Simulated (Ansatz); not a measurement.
AlMo2C:
```yaml
crystal:
  lattice:
    - [3.02453, 0.00000, 0.00000]
    - [-1.51227, 2.61932, 0.00000]
    - [0.00000, 0.00000, 13.47909]
  atoms:
    - { symbol: Al, position: [0.66667, 0.33333, 0.25000] }
    - { symbol: Al, position: [0.33333, 0.66667, 0.75000] }
    - { symbol: Mo, position: [0.66667, 0.33333, 0.91097] }
    - { symbol: Mo, position: [0.33333, 0.66667, 0.08903] }
    - { symbol: Mo, position: [0.33333, 0.66667, 0.41097] }
    - { symbol: Mo, position: [0.66667, 0.33333, 0.58903] }
    - { symbol: C, position: [0.00000, 0.00000, 0.00000] }
    - { symbol: C, position: [0.00000, 0.00000, 0.50000] }
```

Relaxed with PBE. Special points in fractions of this cell's reciprocal vectors: Γ (0.000, 0.000, 0.000); M (0.500, 0.000, 0.000); K (0.333, 0.333, 0.000); A (0.000, 0.000, 0.500); L (0.500, 0.000, 0.500); H (0.333, 0.333, 0.500).

### Question
List the band energies nearest the Fermi level at these points for the program Ansatz at the PBE with spin–orbit coupling level (PAW).

### Answer
In eV from the Fermi level; about four levels below and three above (degenerate sets whole), none deeper than 8.9 eV; points with the same levels are listed once.

```tsv
k	below	above
Γ	-0.22 -0.22 -0.16 -0.16	0.73 0.73 0.73 0.73
M	-2.15 -2.15 -2.08 -2.08	0.15 0.15 0.32 0.32
K	-2.29 -2.29 -1.41 -1.41	0.33 0.33 0.42 0.42
A	-0.20 -0.20 -0.20 -0.20	0.78 0.78 0.78 0.78 0.78 0.78 0.78 0.78
L	-2.11 -2.11 -2.11 -2.11	0.43 0.43 0.43 0.43
H	-1.94 -1.94 -1.90 -1.90	0.25 0.25 0.30 0.30
```

Space group P6_3/mmc. The start of the workflow was typed in or built on a structure type; neither database checked (COD, Materials Project) lists it. Whether it is the stable phase at ambient conditions was not checked. The PBE relaxation kept the symmetry of its start; whether a distortion lowers the energy is not shown. The run is not spin-polarised.

Potentials: the earlier of the program's two PAW sets.
